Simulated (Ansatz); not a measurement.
SnSe:
```
CELL_PARAMETERS angstrom
      5.11244     0.00000     0.00000
     -2.55622     4.42750     0.00000
      0.00000     0.00000     6.14670
ATOMIC_POSITIONS crystal
  Sn 0.66667 0.33333 0.04635
  Sn 0.33333 0.66667 0.54635
  Se 0.66667 0.33333 0.57885
  Se 0.33333 0.66667 0.07885
```

Relaxed with PBE. Special points in fractions of this cell's reciprocal vectors: Γ (0.000, 0.000, 0.000); M (0.500, 0.000, 0.000); K (0.333, 0.333, 0.000); A (0.000, 0.000, 0.500); L (0.500, 0.000, 0.500); H (0.333, 0.333, 0.500).

List the band energies nearest the valence-band maximum at these points for DFT-PBE in the program Ansatz with PAW potentials.

In eV from the valence-band maximum; about four levels below and three above (degenerate sets whole), none deeper than 8.9 eV; points with the same levels are listed once.

```json
[
 {"k": "Γ", "below": "-3.59 -3.59 -2.33 -2.33 -2.30", "above": "1.03 1.03 2.56 2.56"},
 {"k": "M", "below": "-3.40 -2.67 -2.26 -0.84", "above": "2.05 2.80 3.08"},
 {"k": "K", "below": "-3.84 -3.84 -3.03 -0.63 -0.63", "above": "1.88 1.88 3.03"},
 {"k": "A", "below": "-3.00 -3.00 -3.00 -3.00 -1.61 -1.61", "above": "1.47 1.47 1.47 1.47"},
 {"k": "L", "below": "-2.42 -2.42 -0.84 -0.84", "above": "0.91 0.91 2.55 2.55"},
 {"k": "H", "below": "-1.97 -1.97 0.00 0.00", "above": "0.70 0.70 1.79 1.79"}
]
```

Space group P6_3mc. The cell is a constructed one: a structure type filled with these elements; neither database checked (COD, Materials Project) lists it. It is not the phase usual at ambient conditions (space group No. 62). Symmetry was held in the PBE relaxation; its stability against distortions is not shown here. Scalar-relativistic: spin–orbit coupling is off unless named, which matters more the heavier the elements.

Potentials: the later of the program's two PAW sets.
